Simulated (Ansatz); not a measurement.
InTe, first-principles data

InTe:
Space group Fm-3m (No. 225); a = 6.0966 Å, b = 6.0966 Å, c = 6.0966 Å, α = 90.00°, β = 90.00°, γ = 90.00°

```tsv
atom	site	symmetry	x	y	z
In	4a	m-3m	0.0000	0.0000	0.0000
Te	4b	m-3m	0.5000	0.5000	0.5000
```
(The calculation used a cell of 2 atoms; values per cell refer to that cell.)

Space group Fm-3m (No. 225), rock salt; conventional cell a = b = c = 6.097 Å, α = β = γ = 90.00°.

Method: LDA (plane waves, PAW; program Ansatz). Geometry: relaxed at this level of theory. Other levels are named where they apply.

### Cell and energy

* **Volume per atom**: 28.33 Å³
* **Density**: 7.11 g/cm³
* **Formation energy from the elements (no fitted shifts)**: -0.29 eV/atom

### Electronic structure

Electronic character: metallic (no gap)
Density of states at the Fermi level: 0.45 states/eV per atom (mean over ±0.08 eV)

### Mechanics

- Bulk modulus (Birch–Murnaghan fit) = 52.7 GPa
- Pressure derivative B′ = 4.8
- Elastic constants (relaxed ions, GPa) = C11 = 93.9, C12 = 32.3, C44 = 12.2
- Mechanical stability = stable (all eigenvalues of C positive)
- Hill bulk and shear moduli = 52.9 and 17.8 GPa
- Young's modulus = 48.1 GPa
- Poisson's ratio = 0.35
- Debye temperature from the elastic constants = 174 K

### Phonons

- Highest zone-centre frequency = 93 cm⁻¹
- Zone-centre stability = no imaginary mode at Γ

The first step of the workflow began from a Materials Project structure, measured or hypothetical; the Crystallography Open Database files this formula in space group No. 225, but the cells were not matched. Its standing as an ambient phase is unchecked. Symmetry was held in the LDA relaxation. With an odd number of electrons in the cell and no spin polarisation, the count alone makes it a metal. As this level gives no gap, shear constants depend on the k-mesh and smearing (Fermi–Dirac, 0.1 eV here). As this level gives no gap, phonon frequencies hold no LO–TO term and depend on the k-mesh and smearing (Fermi–Dirac, 0.1 eV here). The references are the lowest solids computed at this level, not always the standard phases. Scalar-relativistic: spin–orbit coupling is off unless named, which matters more the heavier the elements.

Potentials: the later of the program's two PAW sets.
